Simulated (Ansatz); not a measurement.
TaC:
```cif
data_C4Ta4
_chemical_formula_sum 'Ta4 C4'
_space_group_name_H-M_alt 'Fm-3m'
_space_group_IT_number 225
_space_group_name_Hall '-F 4 2 3'
_cell_length_a 4.47540
_cell_length_b 4.47540
_cell_length_c 4.47540
_cell_angle_alpha 90.000
_cell_angle_beta 90.000
_cell_angle_gamma 90.000
loop_
_atom_site_label
_atom_site_type_symbol
_atom_site_symmetry_multiplicity
_atom_site_Wyckoff_symbol
_atom_site_fract_x
_atom_site_fract_y
_atom_site_fract_z
_atom_site_occupancy
Ta1 Ta 4 a 0.00000 0.00000 0.00000 1
C1 C 4 b 0.50000 0.50000 0.50000 1
```
(The calculation used a cell of 2 atoms; values per cell refer to that cell.)

Relaxed with PBE.

Task: Decompose the optical modes at the zone centre into irreducible representations, and say which are infrared and Raman allowed.

Result: Point group m-3m: Γ_opt = T1u. Infrared: T1u. Raman: none.

Task: Assign frequencies (DFPT, the program Ansatz at the PBE level (PAW)).

Result: T1u 539 cm⁻¹.

Symmetry was held in the PBE relaxation; phonons on a q-mesh show no instability. No spin polarisation was allowed. As this level gives no gap, phonon frequencies hold no LO–TO term and depend on the k-mesh and smearing (Fermi–Dirac, 0.1 eV here). Spin–orbit coupling is left out wherever it is not named.

Potentials: the later of the program's two PAW sets.
